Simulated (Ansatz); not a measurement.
# Does relaxation matter for the field gradients of TlCl with iodine replacing Cl?

Start: a supercell of TlCl (CsCl type, Pm-3m) built from a structure deposited in the COD (the entry's cell lengths or inner coordinates differ somewhat from later room-temperature determinations), with all atoms left at the host's positions.

Space group Fm-3m (No. 225); a = 15.3360 Å.

| site | Wyckoff | site symmetry | x | y | z |
| --- | --- | --- | --- | --- | --- |
| Tl1 | 32f | .3m | 0.3750 | 0.8750 | 0.8750 |
| Tl6 | 32f | .3m | 0.6250 | 0.1250 | 0.3750 |
| I | 4b | m-3m | 0.5000 | 0.0000 | 0.0000 |
| Cl18 | 24d | m.mm | 0.5000 | 0.2500 | 0.2500 |
| Cl21 | 8c | -43m | 0.7500 | 0.2500 | 0.2500 |
| Cl24 | 24e | 4m.m | 0.7500 | 0.5000 | 0.5000 |
| Cl28 | 4a | m-3m | 0.0000 | 0.5000 | 0.5000 |

One atom of each set is listed; the run and its k-mesh use a cell of 32 atoms with edges of 10.84, 10.84, 10.84 Å.

Method: Kohn–Sham DFT in Ansatz, PBE, plane waves and PAW, scalar-relativistic, 420 eV cutoff, Γ-centred 2×2×2 k-points, Fermi–Dirac smearing 0.01 eV.

The largest force at the start is 0.37 eV/Å. Relaxing the ions at fixed cell moves them by 0.119 Å at most (atom 4, Tl) and 0.067 Å rms.

```csv
site,moved (Å),first shell before,first shell after,V_zz before (10²¹ V/m²),η before
Tl1,0.119,"7 Cl at 3.32 Å, 1 I at 3.32 Å","7 Cl at 3.20–3.39 Å, 1 I at 3.44 Å; also 3 Tl at 3.79 Å",-5.49,0.00
Tl6,0.037,8 Cl at 3.32 Å,8 Cl at 3.28–3.36 Å,-0.35,0.00
I,0.000,8 Tl at 3.32 Å,8 Tl at 3.44 Å,0.00,–
Cl18,0.000,8 Tl at 3.32 Å,8 Tl at 3.28–3.33 Å,-0.051,0.55
Cl24,0.057,8 Tl at 3.32 Å,8 Tl at 3.28–3.39 Å,0.008,0.00
```

(1) What are V_zz and η after the relaxation?

## Answers

(1) 

| site | V_zz after | η after | change of V_zz |
| --- | --- | --- | --- |
| Tl1 | -5.83 | 0.00 | -0.34 |
| Tl6 | 0.86 | 0.00 | +1.21 |
| I | 0.00 | – | 0.00 |
| Cl18 | 0.35 | 0.57 | +0.40 |
| Cl24 | -0.34 | 0.00 | -0.35 |

The largest change of V_zz is on Tl6, from -0.35 to 0.86. In per cent, |V_zz| changes by +6 on Tl (all sites that start above 0.5). V_zz changes sign on Tl6 (same axis), Cl18 (same axis). Other sites without a gradient aren't listed.

The defect repeats with the cell of 32 atoms, so it feels its images: sites between two images don't show the values beside a lone defect, and zeros or small values of η there can come from the images' arrangement. Spin–orbit coupling is left out, which shifts gradients on Tl by a few per cent, and by more where contributions nearly cancel.
Before: The neighbours have not yet relaxed around the defect (largest force 0.37 eV/Å), so a real crystal will differ.
After: The relaxation keeps the site symmetry m-3m of the start, so the impurity can't leave its site; a start off the site could end lower.
